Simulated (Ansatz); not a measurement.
An Ansatz (an electronic-structure program) run. Input:

Ansatz 0.2 input:
```yaml
crystal:
  lattice:
    - [5.0797429194, 0.0, 0.0]
    - [0.0, 5.0797429194, 0.0]
    - [0.0, 0.0, 4.2195334117]
  atoms:
    - { symbol: Si, position: [0.0, 0.5, 0.2708819594] }
    - { symbol: Si, position: [0.5, 0.0, 0.7291180406] }
    - { symbol: Te, position: [0.5, 0.5, 0.0] }
    - { symbol: Te, position: [0.0, 0.0, 0.0] }
kpoints:
  mp_grid: { grid: [6, 6, 7] }
  band_path:
    path:
      - [[0.0, 0.0, 0.0], [0.0, 0.5, 0.0], [0.5, 0.5, 0.0], [0.0, 0.0, 0.0], [0.0, 0.0, 0.5], [0.0, 0.5, 0.5], [0.5, 0.5, 0.5], [0.0, 0.0, 0.5]]  # Γ-X-M-Γ-Z-R-A-Z
      - [[0.0, 0.5, 0.0], [0.0, 0.5, 0.5]]  # X-R
      - [[0.5, 0.5, 0.0], [0.5, 0.5, 0.5]]  # M-A
    npoints: 8
hamiltonian:
  xc: r2scan
  dispersion: d4
  pseudopotentials: { kind: paw }
magnetization: { noncollinear: true, spin_orbit: true }
scf:
  n_extra_bands: 12
  convergence: { dr2_threshold: 0.0000000001 }
  occupations: { method: gaussian, width: 0.05 }
output: { eigenvalues: true }
```

Output (shortened):

```
Pseudopotential: Si, paw_fr, valence charge 4
Pseudopotential: Te, paw_fr, valence charge 16
Functional definition: r2SCAN
non-collinear run that drives no moment, with spin-orbit …
Crystal: 4 atoms, lattice volume = 108.880 Å³
Basis set: ecut = 500 eV, 2707 PW (Γ), exchange–correlation on 160×160×128 points (64 copies of the dense FFT grid, shifted against one another)
Bands: 52, of which v1, the nominal top of the filled ones, is band 40 counted from 1 (39 counted from 0)
Symmetry: 16 space group operations + 16 with time reversal
k-points: 40 of 252
Projection manifold: j_resolved (fully-relativistic pseudo-atomic orbitals)
iter 1 solved again at ethr=7.62e-4 eV; its pass at ethr=3.10e-3 eV (dr2=3.05e-1 eV) is discarded
SCF iter   1: F=—  HF=-15242.857028 eV  |F-HF|=—  |Δ(HF+E_count)|=         —  Δρ=1.83e-2  dr2=3.02e-1  dr2_τ=1.02e-3  dr2_m=0.00e0 (ungated)  ethr=7.62e-4  |M|=0.00e0 ∫|m|=0.00e0 μB  |m|>n=0.0e0 m-floor=0.0e0 τ_xc=0.0e0  β_m=0.30  ⟨swp⟩=1.6  Hψ=6466  notcnv=0
preconditioner: auto → Kerker (q_TF=auto, 2.309 Å⁻¹)
spin=Noncollinear: Kerker preconditioning applied to the charge; magnetization (m_x, m_y, m_z) channels mix plain (no charge-response kernel on spin).
SCF iter   2: F=—  HF=-15242.912359 eV  |F-HF|=—  |Δ(HF+E_count)|=   5.53e-2  Δρ=1.45e-2  dr2=1.89e-1  dr2_τ=2.02e-4  dr2_m=0.00e0 (ungated)  ethr=7.56e-4  |M|=0.00e0 ∫|m|=0.00e0 μB  |m|>n=0.0e0 m-floor=0.0e0 τ_xc=0.0e0  β_m=0.60  ⟨swp⟩=2.0  Hψ=1279  notcnv=0
SCF iter   3: F=—  HF=-15242.939847 eV  |F-HF|=—  |Δ(HF+E_count)|=   2.75e-2  Δρ=1.89e-3  dr2=3.93e-3  dr2_τ=1.09e-5  dr2_m=0.00e0 (ungated)  ethr=4.72e-4  |M|=0.00e0 ∫|m|=0.00e0 μB  |m|>n=0.0e0 m-floor=0.0e0 τ_xc=0.0e0  β_m=0.70  ⟨swp⟩=3.5  Hψ=1692  notcnv=0
SCF iter   4: F=—  HF=-15242.941508 eV  |F-HF|=—  |Δ(HF+E_count)|=   1.66e-3  Δρ=4.85e-4  dr2=3.58e-4  dr2_τ=6.82e-7  dr2_m=0.00e0 (ungated)  ethr=9.83e-6  |M|=0.00e0 ∫|m|=0.00e0 μB  |m|>n=0.0e0 m-floor=0.0e0 τ_xc=0.0e0  β_m=0.85  ⟨swp⟩=2.4  Hψ=1476  notcnv=0
SCF iter   5: F=—  HF=-15242.941768 eV  |F-HF|=—  |Δ(HF+E_count)|=   2.61e-4  Δρ=1.12e-4  dr2=2.05e-5  dr2_τ=4.73e-8  dr2_m=0.00e0 (ungated)  ethr=8.96e-7  |M|=0.00e0 ∫|m|=0.00e0 μB  |m|>n=0.0e0 m-floor=0.0e0 τ_xc=0.0e0  β_m=0.93  ⟨swp⟩=2.0  Hψ=1436  notcnv=0
SCF iter   6: F=—  HF=-15242.941777 eV  |F-HF|=—  |Δ(HF+E_count)|=   8.96e-6  Δρ=2.60e-5  dr2=9.44e-7  dr2_τ=1.57e-9  dr2_m=0.00e0 (ungated)  ethr=5.11e-8  |M|=0.00e0 ∫|m|=0.00e0 μB  |m|>n=0.0e0 m-floor=0.0e0 τ_xc=0.0e0  β_m=0.96  ⟨swp⟩=2.0  Hψ=1434  notcnv=0
SCF iter   7: F=—  HF=-15242.941777 eV  |F-HF|=—  |Δ(HF+E_count)|=   7.97e-8  Δρ=6.50e-6  dr2=5.29e-8  dr2_τ=2.39e-10  dr2_m=0.00e0 (ungated)  ethr=2.36e-9  |M|=0.00e0 ∫|m|=0.00e0 μB  |m|>n=0.0e0 m-floor=0.0e0 τ_xc=0.0e0  β_m=0.98  ⟨swp⟩=2.0  Hψ=1440  notcnv=0…
SCF iter   8: F=—  HF=-15242.941777 eV  |F-HF|=—  |Δ(HF+E_count)|=   2.96e-8  Δρ=1.88e-6  dr2=7.03e-9  dr2_τ=1.41e-11  dr2_m=0.00e0 (ungated)  ethr=1.32e-10  |M|=0.00e0 ∫|m|=0.00e0 μB  |m|>n=0.0e0 m-floor=0.0e0 τ_xc=0.0e0  β_m=0.99  ⟨swp⟩=2.9  Hψ=1860  notcnv=0
SCF iter  10: F=-15242.941777 eV  HF=-15242.941777 eV  |F-HF|=1.09e-11  |Δ(HF+E_count)|=  3.62e-10  Δρ=1.24e-7  dr2=2.08e-11  dr2_τ=3.01e-14  dr2_m=0.00e0 (ungated)  ethr=1.00e-12  |M|=0.00e0 ∫|m|=0.00e0 μB  |m|>n=0.0e0 m-floor=0.0e0 τ_xc=0.0e0  ⟨swp⟩=3.9  Hψ=2848  notcnv=0
SCF 1 converged in 10 iterations: F = -15242.941777 eV  dr2 = 2.08e-11
NSCF: frozen V_eff on 75 k-points
SCF converged after 10 iterations
Magnetization: |M| = 0.0000 μB,  M = (+0.0000, +0.0000, +0.0000) μB
Absolute magnetization: 0.0000 μB (∫|m|)
  site 0: m = (+0.0000, +0.0000, +0.0000) μB, |m| = 0.0000 μB  (R = 1.15 Å)
  site 1: m = (+0.0000, +0.0000, +0.0000) μB, |m| = 0.0000 μB  (R = 1.15 Å)
  site 2: m = (+0.0000, +0.0000, +0.0000) μB, |m| = 0.0000 μB  (R = 1.15 Å)
  site 3: m = (+0.0000, +0.0000, +0.0000) μB, |m| = 0.0000 μB  (R = 1.15 Å)
Free energy (F): -15242.941777 eV
Harris-Foulkes:  -15242.941777 eV  (|F-HF|=1.09e-11)
Internal energy: -15242.936430 eV  (E = F + TS)
E sigma→0 (E₀):  -15242.939103 eV
Entropy (-TS):   -0.005347 eV (-1.337 meV/atom)
Fermi energy:    7.723852 eV
--- Per-component energies (eV) ---
  E_band       = -558.168441
  E_kinetic    = 435.887146
  E_local      = -2989.555790  (includes V_loc(G=0)·N_el)
  E_nonlocal   = -569.287663
  E_hartree    = 1827.042108
  E_xc         = -331.109560
  E_vxc        = -319.831103  (∫ρ·V_xc dr)
  E_paw        = -10387.947423  (= ΣΔE_a)
  E_vpaw       = -787.066048  (= ΣTr[D̂ρ^β])
  E_aug_tail   = -0.000056  (compensation charges beyond the density's cutoff)
  E_vtau       = 17.600761  (kinetic-family band-sum trace: ∫τ·v_τ [+ j·A + Jᵃ·Aᵃ] dr)
  E_ewald      = -3227.777956
  E_disp       = -0.629914  (pairwise vdW)
  E_core_change = 0.442679  (= ΣΔE_core)
  E_smearing   = -0.005347  (= −TS)
  E_closure    =  0.000000  (closes the sum)
  Σ components = -15242.941777   (vs F -15242.941777, Δ=0.00e0)
  [band-id]    e_kinetic+e_local+e_nonlocal+2·e_hartree+e_vxc+e_vpaw+e_augmentation_tail+e_vtau = -558.168538   (vs E_band -558.168441, Δ=-9.66e-5)
--- Band table (eV; the first three rows and the last of 40) ---
  k-point 0: bands = ["-31.0240", "-31.0240", "-31.0187", "-31.0187", "-30.9832", "-30.9832", "-30.9819", "-30.9819", "-29.5700", "-29.5700", "-29.5624", "-29.5624", "-29.5313", "-29.5313", "-29.5302", "-29.5302", "-29.5170", "-29.5170", "-29.5122", …
  k-point 1: bands = ["-31.0240", "-31.0240", "-31.0188", "-31.0188", "-30.9831", "-30.9831", "-30.9818", "-30.9818", "-29.5700", "-29.5700", "-29.5624", "-29.5624", "-29.5314", "-29.5314", "-29.5302", "-29.5302", "-29.5168", "-29.5168", "-29.5119", …
  k-point 2: bands = ["-31.0240", "-31.0240", "-31.0188", "-31.0188", "-30.9829", "-30.9829", "-30.9816", "-30.9816", "-29.5699", "-29.5699", "-29.5624", "-29.5624", "-29.5315", "-29.5315", "-29.5304", "-29.5304", "-29.5163", "-29.5163", "-29.5115", …
  k-point 39: bands = ["-31.0214", "-31.0214", "-31.0214", "-31.0214", "-30.9820", "-30.9820", "-30.9820", "-30.9820", "-29.5657", "-29.5657", "-29.5657", "-29.5657", "-29.5318", "-29.5318", "-29.5318", "-29.5318", "-29.5130", "-29.5130", "-29.5130", …
```

Cost: very roughly 3 core-minutes on shared cores.

Space group P4/nmm. The start of the workflow was typed in or built on a structure type; neither database checked (COD, Materials Project) lists it. Its standing as an ambient phase is unchecked. The cell was relaxed with r²SCAN+D4 under the symmetry of its start; its stability against distortions is not shown here. Its formation energy is positive at this level, so the cell may be metastable or incomplete.

Potentials: the later of the program's two PAW sets.

Ansatz is a plane-wave DFT program.
